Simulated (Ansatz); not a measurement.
HfF₂: input and output

Input file of Ansatz 0.2.0:

```yaml
crystal:
  lattice:
    - [3.438621, 0.0, 0.0]
    - [1.719311, -6.821993, 0.0]
    - [0.0, 0.0, -3.409592]
  atoms:
    - { symbol: F, position: [0.441, 0.118, 0.75] }
    - { symbol: F, position: [0.559, 0.882, 0.25] }
    - { symbol: Hf, position: [0.106, 0.788, 0.75] }
    - { symbol: Hf, position: [0.894, 0.212, 0.25] }
    - { symbol: F, position: [0.75, 0.5, 0.75] }
    - { symbol: F, position: [0.25, 0.5, 0.25] }
  symmetry: { tolerance: 0.0003 }
kpoints:
  mp_grid: { grid: [8, 8, 8], shift: [0, 0, 0] }
  band_path:
    path:
      - [0.0, 0.0, 0.0]
      - [0.0, -0.5, 0.0]
      - [0.46824178, -0.26587911, 0.0]
      - [0.53175822, 0.26587911, 0.0]
      - [0.0, 0.0, 0.0]
      - [0.0, 0.0, -0.5]
      - [0.53175822, 0.26587911, -0.5]
      - [0.46824178, -0.26587911, -0.5]
      - [0.0, -0.5, -0.5]
      - [0.0, -0.5, 0.0]
      - [0.0, 0.0, 0.0]
    npoints: 6
magnetization:
  spin_polarized: false
scf:
  occupations: { method: methfessel_paxton, width: 0.1005 }
  lower_state_search: "off"
  max_iter: 200
hamiltonian:
  pseudopotentials: { kind: paw }
  xc: r2scan
basis:
  ecutwfc: 500
  fft_grid_basis: typed
output:
  forces: true
  stress: true
  eigenvalues: true
  bader: true
  populations: true
  elf: true
  write_potential: true
  volumetric_format: npy
  dos:
    e_range: [-12, 8]
    de: 0.05
    projected: { site_lists: { F: [F], Hf: [Hf] } }
checkpoint:
  read: saved_state
```

The run starts from an earlier solution of this cell. 

Output (shortened):

```
Pseudopotentials: kind: paw
Pseudopotential: F, paw, valence charge 7, recommended cutoff 500 eV (meta_gga), F.paw.azcp
Pseudopotential: Hf, paw, valence charge 26, recommended cutoff 500 eV (meta_gga), Hf.paw.azcp
Functional definition: r2SCAN
  exchange = r2scan_x(k0 = k0, k1 = k1, a1 = a1)
  correlation = r2scan_c
Crystal: 6 atoms, lattice volume = 79.983 Å³
Basis set: ecut = 500 eV, 2035 PW (Γ), exchange–correlation on 108×216×100 points (64 copies of the dense FFT grid, shifted against one another)
Bands: 48, of which v1, the nominal top of the filled ones, is band 40 counted from 1 (39 counted from 0)
Symmetry: 8 space group operations
Space group: Cmcm (ITA 63), of the structure as read, at distance tolerance 1.3e-3 Å
k-points: 105 of 512
Initial density: read from a saved state, or passed on in memory by an earlier SCF of this step, an earlier step, the calling program or the single point that the run made first
Functional: x = r2scan, c = r2scan; τ floored in thin density (d = 2e-4 eV/Å³)
SCF iter   1: F=—  Δρ=3.87e-3  dr2=8.05e-3  dr2_τ=4.55e-3
SCF iter   2: F=—  S|Δr|=    0.00e0  Δρ=1.14e-3  dr2=9.60e-4  dr2_τ=5.91e-5
SCF iter   3: F=—  S|Δr|=    0.00e0  Δρ=4.84e-4  dr2=2.56e-4  dr2_τ=1.24e-5
SCF iter   4: F=—  S|Δr|=    0.00e0  Δρ=2.47e-4  dr2=4.69e-5  dr2_τ=3.13e-6
SCF iter   5: F=—  S|Δr|=    0.00e0  Δρ=6.11e-5  dr2=2.96e-6  dr2_τ=1.65e-7
SCF iter   6: F=—  S|Δr|=    0.00e0  Δρ=2.61e-5  dr2=5.51e-7  dr2_τ=5.26e-8
SCF iter   7: F=-34705.7611 eV  S|Δr|=    0.00e0  Δρ=1.18e-5  dr2=9.06e-8  dr2_τ=8.01e-9
Free energy (F): -34705.7611 eV
Harris-Foulkes:  -34705.7611 eV  (|F-HF|=3.31e-8)
Internal energy: -34705.7604 eV  (E = F + TS)
E sigma→0 (E₀):  -34705.7609 eV
Entropy (-TS):   -0.0007 eV (-0.115 meV/atom)
Fermi energy:    14.8435 eV
Step filling:    the computed levels leave a gap of 0.0059 eV = 0.1 smearing widths at the electron count; against every level under it full and every level over it empty, smearing changes F+E_penalty+E_count by -0.014 meV and its σ→0 estimate by +0.158 meV
--- Per-component energies (eV) ---
  E_band       = -283.1632
  E_kinetic    = 1665.7023
  E_local      = -12907.4623  (includes V_loc(G=0)·N_el)
  E_nonlocal   = -2211.3368
  E_hartree    = 5781.9081
  E_xc         = -877.3365
  E_vxc        = -1041.7865  (∫ρ·V_xc dr)
  E_paw        = -14706.1277  (= ΣΔE_a)
  E_vpaw       = 2585.7673  (= ΣTr[D̂ρ^β])
  E_aug_tail   = 0.0039  (compensation charges beyond the density's cutoff)
  E_vtau       = 62.1327  (kinetic-family band-sum trace: ∫τ·v_τ [+ j·A + Jᵃ·Aᵃ] dr)
  E_ewald      = -11451.6289
  E_core_change = 0.5175  (= ΣΔE_core)
  E_smearing   = -0.0007  (= −TS)
--- Forces (eV/Å), atoms counted from 1 ---
  atom   1  F      0.0000    -2.2783     0.0000
  atom   2  F      0.0000     2.2783     0.0000
  atom   3  Hf     0.0000     1.0977     0.0000
  atom   4  Hf     0.0000    -1.0977     0.0000
  atom   5  F      0.0000    -0.2801     0.0000
  atom   6  F      0.0000     0.2801     0.0000
--- Stress (GPa, compression-positive) ---
        2.7851       0.0000       0.0000
        0.0000     -32.6175       0.0000
        0.0000       0.0000      -8.7509
  P = ⅓ Tr σ = -12.8611 GPa (-128.611 kbar)
```

Total energies depend on the potentials used, so only differences within one code and one set of settings carry meaning.

Origin: a known structure type with other elements, at an estimated volume, so it need not be a known compound. Caveats: many states at the Fermi level without spin polarisation, so a magnetic state may lie lower; atoms or cell far from equilibrium.
